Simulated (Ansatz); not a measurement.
Input, command and steps of an Ansatz relaxation.

```yaml
crystal:
  lattice:
    - [2.3140975252, -2.1416655274, 0.0]
    - [2.3140975252, 2.1416655274, 0.0]
    - [-0.9556353274, 0.0, 5.0364800586]
  atoms:
    - { symbol: Al, position: [0.3408278314, 0.3408278314, 0.25] }
    - { symbol: Al, position: [0.6591721686, 0.6591721686, 0.75] }
    - { symbol: H, position: [0.1666666667, 0.1666666667, 0.5] }
    - { symbol: H, position: [0.8333333333, 0.8333333333, 0.5] }
basis:
  ecutwfc: 420
kpoints:
  mp_grid: { grid: [6, 6, 4] }
hamiltonian:
  xc: pbe
scf:
  occupations: { method: gaussian, width: 0.1 }
  lower_state_search: "off"
output:
  forces: true
  stress: true
  eigenvalues: true
relax:
  adjacent_minimum: "off"
  f_tol: 0.04
  max_steps: 70
  cell: { stress_tol: 0.4 }
```

```bash
ansatz run input.yaml --threads 1 --pin off --max-ram 2560MiB --backend cpu --events-out ev --progress --plain --runs-dir out
```

The calculation used Ansatz 0.2.0, DFT PBE, scalar-relativistic, plane waves, PAW.

Of 14 frames 10 are shown, positions in Å and forces in eV/Å; the SCF threshold varies from step to step. Steps run on the plane waves of an earlier cell, with a Pulay correction in the pressure. The basis is chosen afresh for the last frame, the zero of the energies, and at times for earlier ones too; energy and pressure step there, also at an unchanged geometry. The mark taken_back stands on steps that the optimiser undid.

```xyz
4
Lattice="2.3141 -2.1417 0.0000 2.3141 2.1417 0.0000 -0.9556 0.0000 5.0365" Properties=species:S:1:pos:R:3:forces:R:3 pbc="T T T" step=1 free_energy_over_end_meV_per_atom=341.94 pressure_GPa=-2.47
Al    1.3385    0.0000    1.2591    0.4974    0.0000   -1.9444
Al    2.3341    0.0000    3.7774   -0.4974    0.0000    1.9444
H     0.2935    0.0000    2.5182    0.0056    0.0000    0.7011
H     3.3790    0.0000    2.5182   -0.0056    0.0000   -0.7011
4
Lattice="2.2432 -2.0885 -0.0171 2.2432 2.0885 -0.0171 -0.9636 0.0000 4.8713" Properties=species:S:1:pos:R:3:forces:R:3 pbc="T T T" step=2 free_energy_over_end_meV_per_atom=163.17 pressure_GPa=-3.39
Al    1.3311    0.0000    1.0226    0.0465    0.0000   -0.7161
Al    2.1917    0.0000    3.8145   -0.0465    0.0000    0.7161
H     0.3628    0.0000    2.4253    0.3773    0.0000    0.2561
H     3.1600    0.0000    2.4117   -0.3773    0.0000   -0.2561
4
Lattice="2.1420 -2.1226 -0.1459 2.1420 2.1226 -0.1459 -1.2020 0.0000 4.7296" Properties=species:S:1:pos:R:3:forces:R:3 pbc="T T T" step=4 free_energy_over_end_meV_per_atom=31.93 pressure_GPa=1.25
Al    1.2118    0.0000    0.8081   -0.0112    0.0000    0.4643
Al    1.8703    0.0000    3.6298    0.0112    0.0000   -0.4643
H     0.4212    0.0000    2.3555    0.1465    0.0000    0.1634
H     2.6609    0.0000    2.0825   -0.1465    0.0000   -0.1634
4
Lattice="2.1671 -2.1694 -0.2493 2.1671 2.1694 -0.2493 -1.4375 0.0000 4.6968" Properties=species:S:1:pos:R:3:forces:R:3 pbc="T T T" step=5 free_energy_over_end_meV_per_atom=33.69 pressure_GPa=3.75 taken_back
Al    1.1802    0.0000    0.7690   -0.4564    0.0000   -0.7968
Al    1.7165    0.0000    3.4292    0.4564    0.0000    0.7968
H     0.4052    0.0000    2.3770   -0.5871    0.0000   -0.4235
H     2.4915    0.0000    1.8211    0.5871    0.0000    0.4235
4
Lattice="2.1845 -2.1482 -0.2346 2.1845 2.1482 -0.2346 -1.4127 0.0000 4.7628" Properties=species:S:1:pos:R:3:forces:R:3 pbc="T T T" step=7 free_energy_over_end_meV_per_atom=10.16 pressure_GPa=0.28
Al    1.2076    0.0000    0.7674    0.0101    0.0000   -0.0093
Al    1.7488    0.0000    3.5262   -0.0101    0.0000    0.0093
H     0.3654    0.0000    2.3233    0.0831    0.0000    0.0148
H     2.5909    0.0000    1.9703   -0.0831    0.0000   -0.0148
4
Lattice="2.2269 -2.1509 -0.2922 2.2269 2.1509 -0.2922 -1.5555 0.0000 4.7913" Properties=species:S:1:pos:R:3:forces:R:3 pbc="T T T" step=8 free_energy_over_end_meV_per_atom=3.93 pressure_GPa=0.52
Al    1.2317    0.0000    0.7190   -0.0145    0.0000   -0.0258
Al    1.6666    0.0000    3.4880    0.0145    0.0000    0.0258
H     0.3556    0.0000    2.2700   -0.0686    0.0000    0.0016
H     2.5428    0.0000    1.9370    0.0686    0.0000   -0.0016
4
Lattice="2.3037 -2.1815 -0.4314 2.3037 2.1815 -0.4314 -1.8903 0.0000 4.7997" Properties=species:S:1:pos:R:3:forces:R:3 pbc="T T T" step=10 free_energy_over_end_meV_per_atom=7.00 pressure_GPa=0.52 taken_back
Al    1.2808    0.0000    0.5964   -0.0724    0.0000   -0.0516
Al    1.4363    0.0000    3.3405    0.0724    0.0000    0.0516
H     0.2166    0.0000    2.1144    0.0409    0.0000   -0.1064
H     2.5004    0.0000    1.8225   -0.0409    0.0000    0.1064
4
Lattice="2.2733 -2.1679 -0.3724 2.2733 2.1679 -0.3724 -1.7493 0.0000 4.8048" Properties=species:S:1:pos:R:3:forces:R:3 pbc="T T T" step=11 free_energy_over_end_meV_per_atom=1.42 pressure_GPa=-0.25
Al    1.2594    0.0000    0.6530   -0.0001    0.0000   -0.0260
Al    1.5378    0.0000    3.4070    0.0001    0.0000    0.0260
H     0.2656    0.0000    2.1778    0.0770    0.0000   -0.0001
H     2.5316    0.0000    1.8821   -0.0770    0.0000    0.0001
4
Lattice="2.2770 -2.1729 -0.3748 2.2770 2.1729 -0.3748 -1.7560 0.0000 4.7955" Properties=species:S:1:pos:R:3:forces:R:3 pbc="T T T" step=13 free_energy_over_end_meV_per_atom=1.08 pressure_GPa=0.04
Al    1.2604    0.0000    0.6446   -0.0024    0.0000    0.0047
Al    1.5376    0.0000    3.4012    0.0024    0.0000   -0.0047
H     0.2774    0.0000    2.1714   -0.0027    0.0000   -0.0003
H     2.5206    0.0000    1.8745    0.0027    0.0000    0.0003
4
Lattice="2.2770 -2.1729 -0.3748 2.2770 2.1729 -0.3748 -1.7560 0.0000 4.7955" Properties=species:S:1:pos:R:3:forces:R:3 pbc="T T T" step=14 free_energy_over_end_meV_per_atom=0.00 pressure_GPa=0.13
Al    1.2604    0.0000    0.6446   -0.0025    0.0000    0.0056
Al    1.5376    0.0000    3.4012    0.0025    0.0000   -0.0056
H     0.2774    0.0000    2.1714   -0.0039    0.0000    0.0004
H     2.5206    0.0000    1.8745    0.0039    0.0000   -0.0004
```

The start is a random arrangement. At the end the space group is C2/m (tolerance 0.05 Å).

It took 20 s on 1 thread of Arm Neoverse V2, on a shared host, peak memory 0.29 GiB.

The k mesh is coarse.